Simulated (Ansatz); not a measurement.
Consider the following.

Mg2Si:
Space group P4/nmm, origin choice 1 (No. 129); a = b = 4.0977 Å, c = 6.8320 Å, α = β = γ = 90.00°

```csv
atom,site,symmetry,x,y,z
Mg,2a,-4m2,0.0000,0.0000,0.0000
Mg,2c,4mm,0.5000,0.0000,0.3576
Si,2c,4mm,0.0000,0.5000,0.2553
```

This is the LDA-relaxed structure.

**Question.** All from the program Ansatz at the LDA level (PAW), unless another level is named. Estimate the electronic character.

**Answer.** metallic (no gap).

**Question.** Give the density of states at the Fermi level.

**Answer.** 0.31 states/eV per atom (mean over ±0.08 eV).

**Question.** Give the formation energy from the elements (no fitted shifts).

**Answer.** -0.088 eV/atom.

The first step of the workflow began from a Materials Project structure, measured or hypothetical; the Crystallography Open Database copy checked does not list it. It is not the phase usual at ambient conditions (space group No. 225). Symmetry was held in the LDA relaxation; of distortions, only those at the zone centre were tested. The references are the lowest solids computed at this level, not always the standard phases.

Potentials: the later of the program's two PAW sets.
